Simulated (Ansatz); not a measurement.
input.yaml

```yaml
crystal:
  lattice:
    - [5.13, 0.0, 0.0]
    - [-2.565, 4.4427103214, 0.0]
    - [0.0, 0.0, 4.74]
  atoms:
    - { symbol: Ti, position: [0.333, 0.0, 0.25] }
    - { symbol: Ti, position: [0.0, 0.333, 0.25] }
    - { symbol: Ti, position: [0.667, 0.667, 0.25] }
    - { symbol: Ti, position: [0.0, 0.667, 0.75] }
    - { symbol: Ti, position: [0.667, 0.0, 0.75] }
    - { symbol: Ti, position: [0.333, 0.333, 0.75] }
    - { symbol: O, position: [0.0, 0.0, 0.0] }
basis:
  ecutwfc: 420
kpoints:
  mp_grid: { grid: [12, 12, 8] }
hamiltonian:
  xc: pbesol
scf:
  occupations: { method: gaussian, width: 0.1 }
output:
  forces: true
  stress: true
  eigenvalues: true
  write_density: true
  write_potential: true
  elf: true
  volumetric_format: npy
relax:
  adjacent_minimum: "off"
  f_tol: 0.01
  max_steps: 40
```

Launched with
```bash
ansatz run input.yaml --threads 2 --pin off --max-ram 5120MiB --backend cpu --events-out ev --progress --plain --runs-dir out
```

Level of theory: DFT PBEsol, scalar-relativistic, plane waves, PAW (Ansatz).

From the run's log, abridged:

```
Warning: output.stress: scf.convergence.dr2_threshold = 1e-7 eV (the SCF's general default) is looser than the 7e-10 eV advised for a printed stress (1e-10 eV for each atom of the cell: 7). ...
Pseudopotentials: kind: paw
Pseudopotential: Ti, paw, valence charge 12, recommended cutoff 420 eV (normal)
Pseudopotential: O, paw, valence charge 6, recommended cutoff 420 eV (normal)
Functional definition: PBEsol
Crystal: 7 atoms, lattice volume = 108.030 Å³
Basis set: ecut = 420 eV, 2097 PW (Γ), exchange–correlation on 72×72×64 points (8 copies of the dense FFT grid, shifted against one another)
Bands: 47, of which v1, the nominal top of the filled ones, is band 39 counted from 1 (38 counted from 0)
Symmetry: 12 space group operations
Space group: P-31m (ITA 162), of the structure as read, at distance tolerance 4.8e-5 Å
k-points: 131 of 1152
Initial density: superposition of atomic densities (neutral atoms: chi_scale 0, normalization atom), corrected by the library's trained network
Initial wavefunctions: pseudopotential atomic-orbital guess
Functional: x = pbesol(κ = 0.804, μ = 0.12345679), c = pbesol(β = 0.046)
SCF iter   1: F=—  HF=-15407.576843 eV  |F-HF|=—  |Δ(HF+E_count)|=         —  Δρ=8.31e-3  dr2=5.47e-2  ethr=1.77e-3  ⟨swp⟩=6.5  Hψ=24463  notcnv=0
SCF iter   2: F=—  HF=-15407.562988 eV  |F-HF|=—  |Δ(HF+E_count)|=   1.39e-2  Δρ=3.64e-3  dr2=1.40e-2  ethr=7.02e-5  ⟨swp⟩=2.1  Hψ=10025  notcnv=0  defer=189
SCF iter   3: F=—  HF=-15407.559580 eV  |F-HF|=—  |Δ(HF+E_count)|=   3.41e-3  Δρ=8.87e-4  dr2=1.32e-3  ethr=1.80e-5  ⟨swp⟩=2.5  Hψ=9556  notcnv=0  defer=189
SCF iter   4: F=—  HF=-15407.559375 eV  |F-HF|=—  |Δ(HF+E_count)|=   2.05e-4  Δρ=3.83e-4  dr2=3.20e-4  ethr=1.69e-6  ⟨swp⟩=2.0  Hψ=7951  notcnv=0  defer=189
SCF iter   5: F=—  HF=-15407.559299 eV  |F-HF|=—  |Δ(HF+E_count)|=   7.61e-5  Δρ=1.07e-4  dr2=1.97e-5  ethr=4.10e-7  ⟨swp⟩=2.0  Hψ=7948  notcnv=0  defer=189
SCF iter   6: F=-15407.559293 eV  HF=-15407.559294 eV  |F-HF|=6.40e-7  |Δ(HF+E_count)|=   5.37e-6  Δρ=2.68e-5  dr2=1.06e-6  ethr=3.21e-9  ⟨swp⟩=13.1  Hψ=43492  notcnv=0
SCF 1 converged in 6 iterations: F = -15407.559293 eV  dr2 = 1.06e-6
relax step   1: F+E_penalty+E_count = -15407.55929296 eV  Δ(F+E_penalty+E_count) = +0.000e0 eV  max|allowed force component| = 3.863e-1 eV/Å  Δτ_max = 0.0000 Å  (6 SCF iters, dr2 threshold 2.50e-6 eV, accepted)
Initial density: handed on by an earlier stage of this run
Initial wavefunctions: those handed on with the density
SCF iter   1: F=—  HF=-15407.742934 eV  |F-HF|=—  |Δ(HF+E_count)|=         —  Δρ=1.24e-2  dr2=5.62e-1  ethr=7.17e-4  ⟨swp⟩=1.0  Hψ=21629  notcnv=0  defer=173
SCF iter   2: F=—  HF=-15407.660975 eV  |F-HF|=—  |Δ(HF+E_count)|=   8.20e-2  Δρ=7.85e-3  dr2=2.60e-1  ethr=7.17e-4  ⟨swp⟩=1.0  Hψ=5959  notcnv=0  defer=173
SCF iter   3: F=—  HF=-15407.594677 eV  |F-HF|=—  |Δ(HF+E_count)|=   6.63e-2  Δρ=1.47e-3  dr2=1.66e-3  ethr=3.34e-4  ⟨swp⟩=2.0  Hψ=8311  notcnv=0  defer=173
SCF iter   4: F=—  HF=-15407.594617 eV  |F-HF|=—  |Δ(HF+E_count)|=   6.05e-5  Δρ=6.40e-4  dr2=3.68e-4  ethr=2.13e-6  ⟨swp⟩=2.0  Hψ=8690  notcnv=0  defer=195
SCF iter   5: F=—  HF=-15407.594569 eV  |F-HF|=—  |Δ(HF+E_count)|=   4.80e-5  Δρ=3.02e-4  dr2=8.81e-5  ethr=4.72e-7  ⟨swp⟩=2.0  Hψ=7100  notcnv=0  defer=195
SCF iter   6: F=—  HF=-15407.594545 eV  |F-HF|=—  |Δ(HF+E_count)|=   2.37e-5  Δρ=6.92e-5  dr2=1.01e-5  ethr=1.13e-7  ⟨swp⟩=2.9  Hψ=10758  notcnv=0  defer=195
SCF iter   7: F=-15407.594542 eV  HF=-15407.594542 eV  |F-HF|=1.08e-7  |Δ(HF+E_count)|=   2.70e-6  Δρ=1.18e-5  dr2=2.01e-7  ethr=1.20e-8  ⟨swp⟩=15.1  Hψ=41868  notcnv=0
SCF 2 converged in 7 iterations: F = -15407.594542 eV  dr2 = 2.01e-7
  Residual-converged pass: ⟨swp⟩=1.0  Hψ=6684  notcnv=0  max |occ|·‖R‖ = 7.0e-9 eV (tolerance 1.0e-8 eV) dr2=2.01e-7  dr2_onsite=8.79e-9  max |Δocc| = 3.7e-10
relax step   2: F+E_penalty+E_count = -15407.59454228 eV  Δ(F+E_penalty+E_count) = -3.525e-2 eV  max|allowed force component| = 3.675e-1 eV/Å  Δτ_max = 0.0675 Å  (7 SCF iters, dr2 threshold 9.33e-6 eV, accepted)
SCF iter   1: F=—  HF=-15407.635497 eV  |F-HF|=—  |Δ(HF+E_count)|=         —  Δρ=4.05e-3  dr2=5.20e-2  ethr=9.82e-4  ⟨swp⟩=3.2  Hψ=11618  notcnv=0  defer=193
SCF iter   2: F=—  HF=-15407.627888 eV  |F-HF|=—  |Δ(HF+E_count)|=   7.61e-3  Δρ=2.50e-3  dr2=2.44e-2  ethr=6.67e-5  ⟨swp⟩=1.0  Hψ=7208  notcnv=0  defer=190
SCF iter   3: F=—  HF=-15407.621467 eV  |F-HF|=—  |Δ(HF+E_count)|=   6.42e-3  Δρ=6.49e-4  dr2=4.21e-4  ethr=3.12e-5  ⟨swp⟩=2.0  Hψ=7535  notcnv=0  defer=190
SCF iter   4: F=—  HF=-15407.621396 eV  |F-HF|=—  |Δ(HF+E_count)|=   7.12e-5  Δρ=2.44e-4  dr2=5.20e-5  ethr=5.40e-7  ⟨swp⟩=2.0  Hψ=7955  notcnv=0  defer=190
SCF iter   5: F=—  HF=-15407.621388 eV  |F-HF|=—  |Δ(HF+E_count)|=   8.18e-6  Δρ=8.65e-5  dr2=1.13e-5  ethr=6.67e-8  ⟨swp⟩=2.0  Hψ=6553  notcnv=0  defer=190
SCF iter   6: F=-15407.621385 eV  HF=-15407.621385 eV  |F-HF|=3.40e-7  |Δ(HF+E_count)|=   2.85e-6  Δρ=1.81e-5  dr2=5.78e-7  ethr=1.08e-8  ⟨swp⟩=14.8  Hψ=41362  notcnv=0
SCF 3 converged in 6 iterations: F = -15407.621385 eV  dr2 = 5.78e-7
  Residual-converged pass: ⟨swp⟩=1.0  Hψ=6682  notcnv=0  max |occ|·‖R‖ = 7.1e-9 eV (tolerance 1.0e-8 eV) dr2=5.78e-7  dr2_onsite=2.29e-8  max |Δocc| = 2.8e-10
relax step   3: F+E_penalty+E_count = -15407.62138475 eV  Δ(F+E_penalty+E_count) = -2.684e-2 eV  max|allowed force component| = 1.425e-2 eV/Å  Δτ_max = 0.0249 Å  (6 SCF iters, dr2 threshold 8.44e-6 eV, accepted)
SCF iter   1: F=—  HF=-15407.621401 eV  |F-HF|=—  |Δ(HF+E_count)|=         —  Δρ=1.81e-5  dr2=5.74e-7  ethr=7.36e-10  ⟨swp⟩=1.0  Hψ=15458  notcnv=0
SCF iter   2: F=—  HF=-15407.621385 eV  |F-HF|=—  |Δ(HF+E_count)|=   1.59e-5  Δρ=1.23e-5  dr2=3.07e-7  ethr=7.36e-10  ⟨swp⟩=1.0  Hψ=5964  notcnv=0
SCF iter   3: F=-15407.621385 eV  HF=-15407.621385 eV  |F-HF|=4.23e-9  |Δ(HF+E_count)|=   8.79e-8  Δρ=2.80e-6  dr2=6.45e-9  ethr=3.93e-10  ⟨swp⟩=2.0  Hψ=7814  notcnv=0
SCF iter   4: F=-15407.621385 eV  HF=-15407.621385 eV  |F-HF|=4.42e-10  |Δ(HF+E_count)|=   1.77e-9  Δρ=7.94e-7  dr2=6.52e-10  ethr=8.27e-12  ⟨swp⟩=2.0  Hψ=7922  notcnv=0
SCF iter   5: F=-15407.621385 eV  HF=-15407.621385 eV  |F-HF|=5.46e-11  |Δ(HF+E_count)|=  1.29e-10  Δρ=3.15e-7  dr2=7.45e-11  ethr=1.00e-12  ⟨swp⟩=2.0  Hψ=7942  notcnv=0
SCF iter   6: F=-15407.621385 eV  HF=-15407.621385 eV  |F-HF|=7.28e-12  |Δ(HF+E_count)|=  1.27e-11  Δρ=5.90e-8  dr2=4.56e-12  ethr=1.00e-12  ⟨swp⟩=4.7  Hψ=24849  notcnv=0
SCF 4 converged in 6 iterations: F = -15407.621385 eV  dr2 = 4.56e-12
relax step   4: F+E_penalty+E_count = -15407.62138491 eV  Δ(F+E_penalty+E_count) = -1.603e-7 eV  max|allowed force component| = 1.433e-2 eV/Å  Δτ_max = 0.0000 Å  (6 SCF iters, accepted)
SCF iter   1: F=—  HF=-15407.621495 eV  |F-HF|=—  |Δ(HF+E_count)|=         —  Δρ=2.00e-4  dr2=1.20e-4  ethr=9.47e-7  ⟨swp⟩=2.0  Hψ=10103  notcnv=0
SCF iter   2: F=—  HF=-15407.621478 eV  |F-HF|=—  |Δ(HF+E_count)|=   1.75e-5  Δρ=1.09e-4  dr2=4.79e-5  ethr=1.54e-7  ⟨swp⟩=1.9  Hψ=7367  notcnv=0
SCF iter   3: F=—  HF=-15407.621448 eV  |F-HF|=—  |Δ(HF+E_count)|=   2.91e-5  Δρ=4.78e-5  dr2=4.32e-6  ethr=6.15e-8  ⟨swp⟩=2.0  Hψ=7419  notcnv=0
SCF iter   4: F=—  HF=-15407.621447 eV  |F-HF|=—  |Δ(HF+E_count)|=   9.40e-7  Δρ=1.13e-5  dr2=1.14e-7  ethr=5.53e-9  ⟨swp⟩=2.0  Hψ=7942  notcnv=0
SCF iter   5: F=-15407.621447 eV  HF=-15407.621447 eV  |F-HF|=9.10e-9  |Δ(HF+E_count)|=   1.12e-8  Δρ=2.65e-6  dr2=1.28e-8  ethr=1.47e-10  ⟨swp⟩=2.1  Hψ=7457  notcnv=0
SCF iter   6: F=-15407.621447 eV  HF=-15407.621447 eV  |F-HF|=3.13e-10  |Δ(HF+E_count)|=   3.53e-9  Δρ=6.38e-7  dr2=5.26e-10  ethr=1.64e-11  ⟨swp⟩=8.0  Hψ=32967  notcnv=0
SCF 5 converged in 6 iterations: F = -15407.621447 eV  dr2 = 5.26e-10
relax step   5: F+E_penalty+E_count = -15407.62144746 eV  Δ(F+E_penalty+E_count) = -6.255e-5 eV  max|allowed force component| = 3.877e-3 eV/Å  Δτ_max = 0.0009 Å  (6 SCF iters, accepted)
SCF converged after 6 iterations
Free energy (F): -15407.621447 eV
Harris-Foulkes:  -15407.621447 eV  (|F-HF|=3.13e-10)
Internal energy: -15407.597379 eV  (E = F + TS)
E sigma→0 (E₀):  -15407.609413 eV
Entropy (-TS):   -0.024068 eV (-3.438 meV/atom)
Fermi energy:    13.424486 eV
--- Per-component energies (eV) ---
  E_band       = -930.679499
  E_kinetic    = 1807.651240
  E_local      = -5222.183080  (includes V_loc(G=0)·N_el)
  E_nonlocal   = 101.902499
  E_hartree    = 2130.666123
  E_xc         = -653.630646
  E_vxc        = -823.383881  (∫ρ·V_xc dr)
  E_paw        = -6285.787598  (= ΣΔE_a)
  E_vpaw       = -1056.002821  (= ΣTr[D̂ρ^β])
  E_aug_tail   = 0.003022  (compensation charges beyond the density's cutoff)
  E_ewald      = -7287.090532
  E_core_change = 0.871594  (= ΣΔE_core)
  E_smearing   = -0.024068  (= −TS)
--- Forces (eV/Å), atoms counted from 1 ---
  atom   1  Ti     0.00250784     0.00000000     0.00387686
  atom   2  Ti    -0.00125392     0.00217186     0.00387686
  atom   3  Ti    -0.00125392    -0.00217186     0.00387686
  atom   4  Ti     0.00125392    -0.00217186    -0.00387686
  atom   5  Ti    -0.00250784     0.00000000    -0.00387686
  atom   6  Ti     0.00125392     0.00217186    -0.00387686
  atom   7  O      0.00000000     0.00000000     0.00000000
--- Stress (GPa, compression-positive) ---
       -5.624831       0.000000       0.000000
        0.000000      -5.624831       0.000000
        0.000000       0.000000      -4.977584
  P = ⅓ Tr σ = -5.4091 GPa (-54.091 kbar)
--- Band table (eV; the first three rows and the last of 131) ---
  k-point 0: bands = ["-43.1977", "-43.0729", "-43.0616", "-43.0616", "-43.0547", "-43.0547", "-19.9762", "-19.7122", "-19.6031", "-19.5796", "-19.5796", "-19.5516", "-19.5516", "-19.5066", "-19.5066", "-19.5015", "-19.4232", "-19.4232", "-19.3984", "-19.2747", "-19.2747", "-19.2171", "-19.1857", "-19.1857", "-7.1278", "6.3561", "6.4789", "6.4789", "8.0705", "11.6199", "11.8582", "11.9471", "12.0285", "12.0285", "12.2853", "12.4496", "12.4496", "13.4011", "13.5836", "13.5836", "14.0647", "14.0647", "14.2752", "14.5457", "14.5457", "14.8964", "14.9985"]
  k-point 1: bands = ["-43.1932", "-43.0775", "-43.0613", "-43.0613", "-43.0549", "-43.0549", "-19.9534", "-19.7009", "-19.6337", "-19.6337", "-19.5959", "-19.5717", "-19.5717", "-19.5135", "-19.4660", "-19.4660", "-19.4058", "-19.3888", "-19.3888", "-19.2715", "-19.2715", "-19.2421", "-19.1886", "-19.1886", "-7.1236", "6.3080", "6.4680", "6.4680", "8.2315", "11.5084", "11.9579", "11.9896", "12.0716", "12.0716", "12.3066", "12.5010", "12.5010", "13.3186", "13.5293", "13.5293", "13.9932", "13.9932", "14.2212", "14.4824", "14.4824", "14.8785", "15.0733"]
  k-point 2: bands = ["-43.1807", "-43.0903", "-43.0605", "-43.0605", "-43.0557", "-43.0557", "-19.8896", "-19.6952", "-19.6952", "-19.6680", "-19.6217", "-19.6217", "-19.5757", "-19.5484", "-19.4266", "-19.4049", "-19.4049", "-19.3371", "-19.3371", "-19.3108", "-19.2623", "-19.2623", "-19.1964", "-19.1964", "-7.1134", "6.2104", "6.4421", "6.4421", "8.6625", "11.2197", "12.0968", "12.1196", "12.1857", "12.1857", "12.3624", "12.6422", "12.6422", "13.1602", "13.3895", "13.3895", "13.8525", "13.8525", "14.0871", "14.3009", "14.3009", "14.8482", "15.2675"]
  k-point 130: bands = ["-43.1252", "-43.1133", "-43.1133", "-43.0536", "-43.0492", "-43.0492", "-19.8865", "-19.6955", "-19.6955", "-19.6195", "-19.6042", "-19.6042", "-19.5488", "-19.5175", "-19.5175", "-19.3803", "-19.3803", "-19.3611", "-19.3143", "-19.3143", "-19.3124", "-19.2389", "-19.2389", "-19.2262", "-7.1025", "6.3140", "6.3140", "6.4681", "10.4217", "10.4217", "10.9628", "11.7979", "11.7979", "11.9232", "12.1611", "12.1611", "12.4492", "13.1767", "13.1767", "14.0031", "14.1159", "14.1159", "14.2181", "14.2507", "14.2507", "15.2058", "15.2058"]
--- Relaxed structure (5 steps of the walk, 5 accepted, 0 SCFs on fresh bases) ---
  F+E_penalty+E_count = -15407.62144746 eV   max|allowed force component| = 3.877e-3 eV/Å
  atoms:
    - { symbol: Ti, position: [0.32980278, 0.0, 0.25907783] }
    - { symbol: Ti, position: [0.0, 0.32980278, 0.25907783] }
    - { symbol: Ti, position: [0.67019721, 0.67019721, 0.25907783] }
    - { symbol: Ti, position: [0.0, 0.67019721, 0.74092216] }
    - { symbol: Ti, position: [0.67019721, 0.0, 0.74092216] }
    - { symbol: Ti, position: [0.32980278, 0.32980278, 0.74092216] }
    - { symbol: O, position: [0.0, 0.0, 0.0] }
```

The relaxation met its thresholds.

It took 3.6 min on 2 threads of Intel(R) Xeon(R) Processor @ 2.50GHz (Skylake/Cascade Lake), with other jobs on the host, peak memory 0.79 GiB.

Spin polarisation was left out, and a magnetic state may lie lower.